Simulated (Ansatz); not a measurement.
**17O NMR of the central transition in CaGe2O5**

Cell: a Materials Project structure (computed, not necessarily an observed phase), atoms as given.

```cif
data_CaGe2O5
_symmetry_space_group_name_H-M 'C2/c'
_symmetry_Int_Tables_number 15
_cell_length_a 6.5634
_cell_length_b 8.8060
_cell_length_c 6.8958
_cell_angle_alpha 90.000
_cell_angle_beta 113.192
_cell_angle_gamma 90.000
loop_
_atom_site_label
_atom_site_type_symbol
_atom_site_symmetry_multiplicity
_atom_site_Wyckoff_symbol
_atom_site_fract_x
_atom_site_fract_y
_atom_site_fract_z
Ca Ca 4 e 0.5000 0.8290 0.7500
Ge3 Ge 4 e 0.5000 0.8151 0.2500
Ge5 Ge 4 a 0.0000 0.0000 0.0000
O7 O 8 f 0.3949 0.2980 0.8988
O11 O 8 f 0.3066 0.9402 0.0734
O13 O 4 e 0.5000 0.5687 0.7500
```

One atom of each set is listed; the run and its k-mesh use a cell of 16 atoms with edges of 5.49, 5.49, 6.90 Å.

All values are calculated (Ansatz; DFT, PBE, plane waves and PAW, scalar-relativistic, 420 eV cutoff, Γ-centred 5×5×4 k-points, Fermi–Dirac smearing 0.02 eV), not measured.

17O has I = 5/2 and Q = -25.58 mb (Pyykkö 2018); at 11.7 T its Larmor frequency is ν₀ = 67.6 MHz. Only the quadrupole interaction is simulated: positions count from each site's isotropic chemical shift, and shift anisotropy, dipolar and J coupling are left out.

Task: Simulate the second-order pattern (static powder, Gaussian broadening 2 kHz) of site O11 (2 Ge at 1.76–1.94 Å, angle 138°; also 2 Ca at 2.45–3.13 Å).

Result: The calculation gives C_Q = -6.66 MHz and η = 0.34, so ν_Q = 1.000 MHz and the centre of gravity lies at -60.7 ppm (-4.10 kHz).

(offset (kHz), height): (-19.43, 1), (-18.65, 6), (-17.88, 20), (-17.10, 37), (-16.32, 47), (-15.54, 52), (-14.76, 54), (-13.98, 57), (-13.20, 60), (-12.42, 63), (-11.64, 68), (-10.86, 74), (-10.09, 84), (-9.31, 95), (-8.53, 100), (-7.75, 93), (-6.97, 83), (-6.19, 75), (-5.41, 71), (-4.63, 68), (-3.85, 66), (-3.07, 65), (-2.29, 64), (-1.52, 64), (-0.74, 62), (0.04, 59), (0.82, 55), (1.60, 54), (2.38, 57), (3.16, 62), (3.94, 72), (4.72, 86), (5.50, 95), (6.28, 86), (7.05, 67), (7.83, 52), (8.61, 37), (9.39, 19), (10.17, 6), (10.95, 1)

At O11 V_zz runs parallel to the line that joins its two neighbours (within 8°).

At this cell the PBE pressure is 6 GPa, so with PBE the cell would grow if it were relaxed. The entry's cell may itself be off. The largest force is 0.4 eV/Å, so the atoms aren't at the calculated equilibrium and relaxing them would move these values.

Hardware: 1 thread of Arm Neoverse V2 (aarch64; 8 cores open to the job, memory cap 2.5 GiB, no GPU), a shared host with a load of 0.4 a core. Wall time 47 s, CPU time 48 s, peak memory 0.69 GiB.
